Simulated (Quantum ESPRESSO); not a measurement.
# Sc3W2NbPtMo: one run as intended and one with a planted mistake

Computed values, not a measurement. The program is pw.x of Quantum ESPRESSO 7.5 (plane-wave density functional theory). The cell is made up: eight metal atoms on a hexagonal close-packed lattice, with elements, volume, strain and displacements drawn at random and not relaxed, so it may be unstable or far from any real phase. PseudoDojo standard norm-conserving files set the functional (PBE unless stated); there is no spin polarisation or spin-orbit coupling, the Fermi-Dirac width of 0.25 eV means electrons at about 2900 K, and the masses in the input are unused placeholders. Heavy elements are run without spin-orbit coupling, which real alloys of them have. A spin test at this wide smearing found no moment, but such smearing suppresses magnetism that the real alloy may have.

Intended input:

```
&control calculation='scf', pseudo_dir='./dojo.nc.sr.pbe.v0_5.standard.upf', outdir='./o', disk_io='minimal', tprnfor=.true., tstress=.true. /
&system ibrav=0, nat=8, ntyp=5, nbnd=71, ecutwfc=84.00895049, nosym=.true., tot_charge=0,
 occupations='smearing', smearing='fd', degauss=0.0183746611
/
&electrons conv_thr=1.470e-08, electron_maxstep=70, mixing_beta=0.5 /
ATOMIC_SPECIES
Mo 1.0 Mo.upf
Nb 1.0 Nb.upf
Pt 1.0 Pt.upf
Sc 1.0 Sc.upf
W 1.0 W.upf
CELL_PARAMETERS angstrom
2.9857 0.0 4.7849
2.9857 0.0 -4.7849
-2.9857 5.1713 0.0
ATOMIC_POSITIONS angstrom
Sc -0.0485 -0.0042 0.0498
W -1.4998 2.5863 0.019
Sc 2.9274 1.6433 -2.4847
W 1.6276 4.3509 -2.2186
Sc 3.0006 0.0521 -0.162
Nb 1.4975 2.6534 -0.0213
Pt 2.9426 1.8792 2.3482
Mo 1.4839 4.2999 2.4916
K_POINTS automatic
5 5 5 1 1 1
```

The log is shortened where brackets say so; the opening notice, blank lines, dates and the lines on written files are dropped, and the path of the files is cut. It prints rydbergs, bohrs and kilobars, and counts compression as positive stress. Its total energy is the free energy E - TS of the whole cell.

Log of the intended run:

```
     Program PWSCF v.7.5
     Parallel version (MPI & OpenMP), running on       4 processor cores
     Number of MPI processes:                 4
     Threads/MPI process:                     1
     [start-up lines left out]
     bravais-lattice index     =            0
     lattice parameter (alat)  =      10.6581  a.u.
     unit-cell volume          =     997.1153 (a.u.)^3
     number of atoms/cell      =            8
     number of atomic types    =            5
     number of electrons       =       106.00
     number of Kohn-Sham states=           71
     kinetic-energy cutoff     =      84.0090  Ry
     charge density cutoff     =     336.0358  Ry
     scf convergence threshold =      1.5E-08
     mixing beta               =       0.5000
     number of iterations used =            8  plain     mixing
     Exchange-correlation= PBE
                           (   1   4   3   4   0   0   0)
     [axes and pseudopotential details left out]
   Cartesian axes
     site n.     atom                  positions (alat units)
         1        Sc     tau(   1) = (  -0.0085993  -0.0007447   0.0088298  )
         2        W      tau(   2) = (  -0.2659217   0.4585633   0.0033688  )
         3        Sc     tau(   3) = (   0.5190420   0.2913649  -0.4405491  )
         4        W      tau(   4) = (   0.2885812   0.7714353  -0.3933683  )
         5        Sc     tau(   5) = (   0.5320207   0.0092376  -0.0287234  )
         6        Nb     tau(   6) = (   0.2655139   0.4704605  -0.0037766  )
         7        Pt     tau(   7) = (   0.5217370   0.3331911   0.4163470  )
         8        Mo     tau(   8) = (   0.2631025   0.7623927   0.4417725  )
     number of k points=    63  Fermi-Dirac smearing, width (Ry)=  0.0184
                       cart. coord. in units 2pi/alat
        k(    1) = (   0.1889006   0.2181272   0.0000000), wk =   0.0320000
        k(    2) = (   0.1889006   0.4362544   0.0000000), wk =   0.0320000
     [further k points left out]
     Dense  grid:   103505 G-vectors     FFT dimensions: (  64,  64,  72)
     Estimated max dynamical RAM per process >     426.47 MB
     Estimated total dynamical RAM >       1.59 GB
     Initial potential from superposition of free atoms
     starting charge     105.9872, renormalised to     106.0000
     Starting wfcs are   80 randomized atomic wfcs
     total cpu time spent up to now is       11.4 secs
     per-process dynamical memory:   334.5 Mb
     Self-consistent Calculation
     iteration #  1     ecut=    84.01 Ry     beta= 0.50
     Davidson diagonalization with overlap
     ethr =  1.00E-02,  avg # of iterations =  2.7
     total cpu time spent up to now is       37.6 secs
     total energy              =   -1118.11127586 Ry
     estimated scf accuracy    <       3.25260523 Ry
     iteration #  2     ecut=    84.01 Ry     beta= 0.50
     Davidson diagonalization with overlap
     ethr =  3.07E-03,  avg # of iterations =  5.2
     total cpu time spent up to now is       69.5 secs
     total energy              =   -1117.98060221 Ry
     estimated scf accuracy    <      21.72707388 Ry
     [iterations 3 to 18 left out]
     iteration # 19     ecut=    84.01 Ry     beta= 0.50
     Davidson diagonalization with overlap
     ethr =  5.53E-11,  avg # of iterations =  4.6
     total cpu time spent up to now is      509.3 secs
     total energy              =   -1119.99686905 Ry
     estimated scf accuracy    <       0.00000006 Ry
     iteration # 20     ecut=    84.01 Ry     beta= 0.50
     Davidson diagonalization with overlap
     ethr =  5.53E-11,  avg # of iterations =  1.5
     total cpu time spent up to now is      530.5 secs
     End of self-consistent calculation
     [lines on levels left out]
!    total energy              =   -1119.99686905 Ry
     estimated scf accuracy    <          2.2E-09 Ry
     smearing contrib. (-TS)   =      -0.14398432 Ry
     internal energy E=F+TS    =   -1119.85288473 Ry
     The total energy is F=E-TS. E is the sum of the following terms:
     one-electron contribution =    -274.36913493 Ry
     hartree contribution      =     183.51213438 Ry
     xc contribution           =    -209.10067996 Ry
     ewald contribution        =    -819.89520422 Ry
     convergence has been achieved in  20 iterations
     Forces acting on atoms (cartesian axes, Ry/au):
     atom    1 type  4   force =     0.02786763   -0.00198819   -0.01856409
     atom    2 type  5   force =    -0.00686395    0.04520097   -0.01540482
     atom    3 type  4   force =     0.00791237    0.03841916    0.02000092
     atom    4 type  5   force =     0.00609923   -0.03458352   -0.06639314
     atom    5 type  4   force =    -0.01424260   -0.01295003    0.09094577
     atom    6 type  2   force =    -0.00831930    0.02237576   -0.00822470
     atom    7 type  3   force =     0.00220418   -0.02026260   -0.00116955
     atom    8 type  1   force =    -0.01465757   -0.03621155   -0.00119040
     Total force =     0.149185     Total SCF correction =     0.000141
     Computing stress (Cartesian axis) and pressure
          total   stress  (Ry/bohr**3)                   (kbar)     P=      -16.08
  -0.00033169  -0.00000586  -0.00000967          -48.79       -0.86       -1.42
  -0.00000586   0.00004013   0.00009308           -0.86        5.90       13.69
  -0.00000967   0.00009308  -0.00003635           -1.42       13.69       -5.35
     init_run     :     10.78s CPU     11.17s WALL (       1 calls)
     electrons    :    510.58s CPU    519.12s WALL (       1 calls)
     forces       :      4.00s CPU      4.04s WALL (       1 calls)
     stress       :     12.64s CPU     12.67s WALL (       1 calls)
     [timing details left out]
     PWSCF        :   8m58.24s CPU   9m 7.25s WALL
     JOB DONE.
```

A second run has one planted mistake: the cell and the positions are scaled by a wrong factor. The input lines that differ:

```
- 2.9857 0.0 4.7849
- 2.9857 0.0 -4.7849
- -2.9857 5.1713 0.0
+ 2.9541 0.0 4.7342
+ 2.9541 0.0 -4.7342
+ -2.9541 5.1165 0.0
- Sc -0.0485 -0.0042 0.0498
- W -1.4998 2.5863 0.019
- Sc 2.9274 1.6433 -2.4847
- W 1.6276 4.3509 -2.2186
- Sc 3.0006 0.0521 -0.162
- Nb 1.4975 2.6534 -0.0213
- Pt 2.9426 1.8792 2.3482
- Mo 1.4839 4.2999 2.4916
+ Sc -0.048 -0.0042 0.0493
+ W -1.4839 2.5589 0.0188
+ Sc 2.8964 1.6259 -2.4584
+ W 1.6103 4.3048 -2.1951
+ Sc 2.9688 0.0515 -0.1603
+ Nb 1.4816 2.6253 -0.0211
+ Pt 2.9114 1.8593 2.3233
+ Mo 1.4682 4.2543 2.4652
```

Its log:

```
     Program PWSCF v.7.5
     Parallel version (MPI & OpenMP), running on       4 processor cores
     Number of MPI processes:                 4
     Threads/MPI process:                     1
     [start-up lines left out]
     bravais-lattice index     =            0
     lattice parameter (alat)  =      10.5452  a.u.
     unit-cell volume          =     965.7648 (a.u.)^3
     number of atoms/cell      =            8
     number of atomic types    =            5
     number of electrons       =       106.00
     number of Kohn-Sham states=           71
     kinetic-energy cutoff     =      84.0090  Ry
     charge density cutoff     =     336.0358  Ry
     scf convergence threshold =      1.5E-08
     mixing beta               =       0.5000
     number of iterations used =            8  plain     mixing
     Exchange-correlation= PBE
                           (   1   4   3   4   0   0   0)
     [axes and pseudopotential details left out]
   Cartesian axes
     site n.     atom                  positions (alat units)
         1        Sc     tau(   1) = (  -0.0086017  -0.0007527   0.0088347  )
         2        W      tau(   2) = (  -0.2659193   0.4585625   0.0033690  )
         3        Sc     tau(   3) = (   0.5190435   0.2913661  -0.4405526  )
         4        W      tau(   4) = (   0.2885705   0.7714329  -0.3933684  )
         5        Sc     tau(   5) = (   0.5320178   0.0092290  -0.0287262  )
         6        Nb     tau(   6) = (   0.2655071   0.4704615  -0.0037812  )
         7        Pt     tau(   7) = (   0.5217315   0.3331921   0.4163422  )
         8        Mo     tau(   8) = (   0.2631058   0.7623832   0.4417711  )
     number of k points=    63  Fermi-Dirac smearing, width (Ry)=  0.0184
                       cart. coord. in units 2pi/alat
        k(    1) = (   0.1888990   0.2181282   0.0000000), wk =   0.0320000
        k(    2) = (   0.1888990   0.4362564   0.0000000), wk =   0.0320000
     [further k points left out]
     Dense  grid:   100609 G-vectors     FFT dimensions: (  64,  64,  72)
     Estimated max dynamical RAM per process >     414.50 MB
     Estimated total dynamical RAM >       1.55 GB
     Initial potential from superposition of free atoms
     starting charge     105.9872, renormalised to     106.0000
     Starting wfcs are   80 randomized atomic wfcs
     total cpu time spent up to now is       10.0 secs
     per-process dynamical memory:   324.1 Mb
     Self-consistent Calculation
     iteration #  1     ecut=    84.01 Ry     beta= 0.50
     Davidson diagonalization with overlap
     ethr =  1.00E-02,  avg # of iterations =  2.7
     total cpu time spent up to now is       36.8 secs
     total energy              =   -1118.06687634 Ry
     estimated scf accuracy    <       3.32477974 Ry
     iteration #  2     ecut=    84.01 Ry     beta= 0.50
     Davidson diagonalization with overlap
     ethr =  3.14E-03,  avg # of iterations =  4.9
     total cpu time spent up to now is       75.3 secs
     total energy              =   -1118.04828475 Ry
     estimated scf accuracy    <      20.51298043 Ry
     [iterations 3 to 17 left out]
     iteration # 18     ecut=    84.01 Ry     beta= 0.50
     Davidson diagonalization with overlap
     ethr =  7.58E-11,  avg # of iterations =  4.1
     total cpu time spent up to now is      561.4 secs
     total energy              =   -1119.99554120 Ry
     estimated scf accuracy    <       0.00000007 Ry
     iteration # 19     ecut=    84.01 Ry     beta= 0.50
     Davidson diagonalization with overlap
     ethr =  6.14E-11,  avg # of iterations =  1.7
     total cpu time spent up to now is      590.8 secs
     End of self-consistent calculation
     [lines on levels left out]
!    total energy              =   -1119.99554120 Ry
     estimated scf accuracy    <       0.00000001 Ry
     smearing contrib. (-TS)   =      -0.13921525 Ry
     internal energy E=F+TS    =   -1119.85632595 Ry
     The total energy is F=E-TS. E is the sum of the following terms:
     one-electron contribution =    -261.47467090 Ry
     hartree contribution      =     179.63652326 Ry
     xc contribution           =    -209.34584942 Ry
     ewald contribution        =    -828.67232889 Ry
     convergence has been achieved in  19 iterations
     Forces acting on atoms (cartesian axes, Ry/au):
     atom    1 type  4   force =     0.03067641   -0.00031924   -0.01604187
     atom    2 type  5   force =    -0.00689451    0.04704562   -0.01582832
     atom    3 type  4   force =     0.00899373    0.03865561    0.02029236
     atom    4 type  5   force =     0.00553975   -0.03373858   -0.07421574
     atom    5 type  4   force =    -0.01657831   -0.01192767    0.09671374
     atom    6 type  2   force =    -0.00980430    0.02040645   -0.00683534
     atom    7 type  3   force =     0.00325305   -0.02558354   -0.00045389
     atom    8 type  1   force =    -0.01518582   -0.03453866   -0.00363093
     Total force =     0.157498     Total SCF correction =     0.000238
     Computing stress (Cartesian axis) and pressure
          total   stress  (Ry/bohr**3)                   (kbar)     P=       29.44
  -0.00003048  -0.00000920  -0.00001015           -4.48       -1.35       -1.49
  -0.00000920   0.00035074   0.00009046           -1.35       51.60       13.31
  -0.00001015   0.00009046   0.00028005           -1.49       13.31       41.20
     init_run     :      9.54s CPU      9.89s WALL (       1 calls)
     electrons    :    577.09s CPU    580.90s WALL (       1 calls)
     forces       :      3.87s CPU      3.90s WALL (       1 calls)
     stress       :     15.30s CPU     15.56s WALL (       1 calls)
     [timing details left out]
     PWSCF        :  10m 5.89s CPU  10m10.36s WALL
     JOB DONE.
```

|  | intended run | run with the mistake |
| --- | --- | --- |
| free energy (eV) | -15238.334 | -15238.316 |
| entropy term -TS, part of it (eV) | -1.959 | -1.894 |
| pressure (GPa) | -1.61 | 2.94 |
| size of the largest force component (eV/Å) | 2.338 | 2.487 |
| largest change of a force component (eV/Å) |  | 0.201 |
| iterations | 20 | 19 |

For scale, a rerun of the intended cell at a higher cutoff and on a denser mesh moved values by no more than 0.002 eV in energy, 0.02 GPa in stress and 0.003 eV/Å in force, and a second program with other atomic files agreed on that cell to 2 % rms in force and 0.5 GPa in pressure.